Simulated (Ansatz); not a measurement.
TiC (rock salt)

```
TiC
1.0
    0.00000     2.14664     2.14664
    2.14664     0.00000     2.14664
    2.14664     2.14664     0.00000
C Ti
1 1
Direct
  0.00000   0.00000   0.00000
  0.50000   0.50000   0.50000
```

Grid over V/V₀ and (c/a)/(c/a)₀, subscript 0 meaning the relaxed cell; the conventional c axis lies along z; no internal relaxation.

These are PBEsol (plane waves to 420 eV, PAW, scalar-relativistic; Ansatz, an electronic-structure program) values and carry that method's errors. k mesh 19×19×19 (Γ-centred), Fermi-Dirac smearing 0.05 eV. Stress and pressure are positive under compression. With partly filled bands, the response to shear is sensitive to the k mesh, so small differences along c/a are uncertain. TiC is run without spin polarisation. TiC was relaxed with its symmetry unable to fall.

At one point of the scan the stress tensor (GPa) is:

```
   23.0      0.0      0.0
    0.0     23.0      0.0
    0.0      0.0     -5.0
```

Task: Which point is it?
(A) V/V₀ = 0.920, (c/a)/(c/a)₀ = 0.940
(B) V/V₀ = 0.920, (c/a)/(c/a)₀ = 1.120
(C) V/V₀ = 0.920, (c/a)/(c/a)₀ = 1.000
(D) V/V₀ = 0.960, (c/a)/(c/a)₀ = 1.060

Result: D, V/V₀ = 0.960, (c/a)/(c/a)₀ = 1.060

(Under strain, the slope of the energy per volume gives the stress and its curvature an elastic modulus.)
